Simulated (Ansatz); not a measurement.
KBr (rock salt)

```
KBr
1.0
    0.00000     3.35261     3.35261
    3.35261     0.00000     3.35261
    3.35261     3.35261     0.00000
Br K
1 1
Cartesian
  0.00000   0.00000   0.00000
  3.35261   3.35261   3.35261
```

Equation-of-state scan: isotropic scaling of the cell above, V₀ being its volume. Symmetry pins the atoms to their sites.

These are PBE (plane waves to 420 eV, PAW, scalar-relativistic; Ansatz, a quantum-chemistry and plane-wave program) values and carry that method's errors. k mesh 9×9×9 (Γ-centred), Fermi-Dirac smearing 0.05 eV. The energy includes the smearing's −TS. KBr was relaxed with its symmetry unable to fall. ΔE is measured from the relaxed starting cell.

Problem. Estimate the ΔE (eV/atom) for V/V₀ = 0.920, 0.940, 0.980, 1.020, 1.040, 1.100.

Solution. 
| V/V₀ | ΔE (eV/atom) |
|---|---|
| 0.920 | 0.0119 |
| 0.940 | 0.0065 |
| 0.980 | 0.0007 |
| 1.020 | 0.0006 |
| 1.040 | 0.0023 |
| 1.100 | 0.0131 |

(Under strain, the slope of the energy per volume gives the stress and its curvature an elastic modulus.)
